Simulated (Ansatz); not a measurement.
Relaxed-ion elastic tensor of Ca (fcc (Cu type), Fm-3m) in GPa (Voigt order), PBEsol in the plane-wave PAW code Ansatz; density 1.64 g/cm³, 40.57 Å³ per atom.

|  | 1 | 2 | 3 | 4 | 5 | 6 |
|---|---|---|---|---|---|---|
| 1 | 23.1 | 15.7 | 15.7 | 0.0 | 0.0 | 0.0 |
| 2 | 15.7 | 23.1 | 15.7 | 0.0 | 0.0 | 0.0 |
| 3 | 15.7 | 15.7 | 23.1 | 0.0 | 0.0 | 0.0 |
| 4 | 0.0 | 0.0 | 0.0 | 16.2 | 0.0 | 0.0 |
| 5 | 0.0 | 0.0 | 0.0 | 0.0 | 16.2 | 0.0 |
| 6 | 0.0 | 0.0 | 0.0 | 0.0 | 0.0 | 16.2 |

### Question
Is the crystal mechanically stable?

### Answer
Yes: the smallest eigenvalue of C is 7.4 GPa.

### Question
Work out the Voigt, Reuss and Hill averages.

### Answer
K_V = 18.1, K_R = 18.1, K_H = 18.1; G_V = 11.2, G_R = 6.9, G_H = 9.0 GPa.

### Question
Give Young's modulus, Poisson's ratio, Pugh's ratio and the universal anisotropy index.

### Answer
E = 9KG/(3K + G) = 23.3 GPa; ν = 0.29; K/G = 2.01 (ductile by the Pugh limit of 1.75); A_U = 5G_V/G_R + K_V/K_R − 6 = 3.14.

### Question
Estimate the sound speeds and the Debye temperature.

### Answer
v_l = √((K + 4G/3)/ρ) = 4290 m/s, v_t = √(G/ρ) = 2350 m/s, mean 2620 m/s; Θ = (h/k)(3n/4πV)^(1/3) v_m = 227 K.

### Question
Give the Zener ratio and Young's modulus along [100], [110] and [111].

### Answer
A = 2C44/(C11 − C12) = 4.39; 1/E = S11 − 2(S11 − S12 − S44/2)Γ with Γ = 0, 1/4, 1/3 gives 10.4, 22.7, 37.5 GPa.

The cell was relaxed with PBEsol under the symmetry of its start. As this level gives no gap, shear constants depend on the k-mesh and smearing (Fermi–Dirac, 0.1 eV here).

Potentials: the earlier of the program's two PAW sets. The files were generated under PBE; for other functionals the program regenerates the frozen cores, and for LDA and PBEsol the local potential too.
